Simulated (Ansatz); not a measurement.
Equation of state of Bi from a dense series

```xyz
2
Lattice="3.3363 -3.0554 0.0000 3.3363 3.0554 0.0000 -1.1510 0.0000 3.0929" Properties=species:S:1:pos:R:3 pbc="T T T"
Bi    1.5087    0.0000    0.4608
Bi    4.0129    0.0000    2.6321
```

Atoms are numbered in the order listed.

Structure: COD 8100521, as refined from experiment and not relaxed.

No spin–orbit coupling, which matters for the heavy atoms here.

Computed with DFT, PBEsol, all-electron LAPW, scalar-relativistic in Ansatz 0.2.0.

Settings: a Γ-centred 8×8×11 k mesh, Fermi–Dirac smearing of 0.05 eV, basis error target 0.25 meV/atom, no spin polarisation.

The cell is scaled evenly. Fractional coordinates are held (clamped ions).

| V (Å³/atom) | P (GPa) |
| --- | --- |
| 29.636 | 5.61 |
| 30.267 | 3.98 |
| 30.582 | 3.23 |
| 30.898 | 2.52 |
| 31.213 | 1.86 |
| 31.528 | 1.22 |
| 31.843 | 0.62 |
| 32.159 | 0.06 |
| 32.474 | -0.48 |
| 32.789 | -0.98 |
| 33.420 | -1.91 |

Q: Fit a third-order Birch–Murnaghan curve to the pressures.

A: P = (3B0/2)(y^(7/2) − y^(5/2))[1 + (3/4)(B0′ − 4)(y − 1)] with y = (V0/V)^(2/3) fits within 0.01 GPa for V0 = 32.192 Å³/atom, B0 = 55.8 GPa and B0′ = 4.72.

Q: Predict the pressure at the withheld volume, 29.652 Å³/atom.

A: There y = 1.0563, so the fit gives 5.57 GPa; the run gave 5.56 GPa.
